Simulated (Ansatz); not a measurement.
Every step of a relaxation of Sr (bcc type)

DFT, PBEsol, PAW with Ansatz's default frozen-core files, scalar-relativistic (Ansatz 0.2.0); a Γ-centred 15×15×15 k mesh, Fermi–Dirac smearing of 0.08 eV, no spin polarisation. The run relaxes cell and atoms at a target pressure of 36 GPa.

Command: `ansatz run input.yaml --threads 1 --pin off --max-ram 3584MiB --backend cpu --events-out ev --progress --plain --runs-dir out` It took 13 s on 1 thread of Intel(R) Xeon(R) Platinum 8259CL CPU @ 2.50GHz (Skylake/Cascade Lake), with other jobs on the host, peak memory 0.36 GiB.

PAW: frozen-core files, cutoff 420 eV; forces are relaxed below 0.005 eV/Å.

Each step lists its enthalpy F + pV a cell above the last geometry, the pressure, the cell vectors (Å), and Cartesian positions (Å) with forces (eV/Å).

The first step:

```
step 1  dH = 3.68 meV  P = 38.2 GPa
  cell -1.7536 1.7536 1.7536  1.7536 -1.7536 1.7536  1.7536 1.7536 -1.7536
  Sr 0.0000 0.0000 0.0000   0.0000 0.0000 0.0000
```

The PAW files were made under PBE.

The symmetry of the start is kept and no stability test is made, so the end need not be the stable phase.

Task: Where does the relaxation end, and by which steps?

Result: After 3 geometries, with conventional a, b, c = 3.536, 3.536, 3.536 Å, at 22.111 Å³/atom (+2.50 % against the start) in space group Im-3m, with a shortest distance of 3.062 Å. The further steps:
```
step 2  dH = 2.69 meV  P = 34.2 GPa
  cell -1.7803 1.7803 1.7803  1.7803 -1.7803 1.7803  1.7803 1.7803 -1.7803
  Sr 0.0000 0.0000 0.0000   0.0000 0.0000 0.0000
step 3  dH = 0.00 meV  P = 36.0 GPa
  cell -1.7681 1.7681 1.7681  1.7681 -1.7681 1.7681  1.7681 1.7681 -1.7681
  Sr 0.0000 0.0000 0.0000   0.0000 0.0000 0.0000
step 4  dH = -0.02 meV  P = 36.0 GPa  (same geometry on a basis chosen anew; earlier energies don't compare to the last digit)
  cell -1.7681 1.7681 1.7681  1.7681 -1.7681 1.7681  1.7681 1.7681 -1.7681
  Sr 0.0000 0.0000 0.0000   0.0000 0.0000 0.0000
```
